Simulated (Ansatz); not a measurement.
Consider the following.

Sb3Au:
```
CELL_PARAMETERS angstrom
     -2.95882     2.95882     2.95882
      2.95882    -2.95882     2.95882
      2.95882     2.95882    -2.95882
ATOMIC_POSITIONS crystal
  Sb 0.00000 0.50000 0.50000
  Sb 0.50000 0.00000 0.50000
  Sb 0.50000 0.50000 0.00000
  Au 0.00000 0.00000 0.00000
```

This is the r²SCAN-relaxed structure.

Question: All from plane-wave PAW r²SCAN (Ansatz code), unless another level is named. Estimate the highest zone-centre frequency.

Answer: 2.67 THz.

Question: What about the Young's modulus?

Answer: 74.7 GPa.

Space group Im-3m. The workflow started from an entry of the Crystallography Open Database (COD). Its standing as an ambient phase is unchecked. The r²SCAN relaxation kept the symmetry of its start; of distortions, only those at the zone centre were tested. As this level gives no gap, phonon frequencies hold no LO–TO term and depend on the k-mesh and smearing (Fermi–Dirac, 0.1 eV here). Scalar-relativistic: spin–orbit coupling is off unless named, which matters more the heavier the elements.

Potentials: the later of the program's two PAW sets.
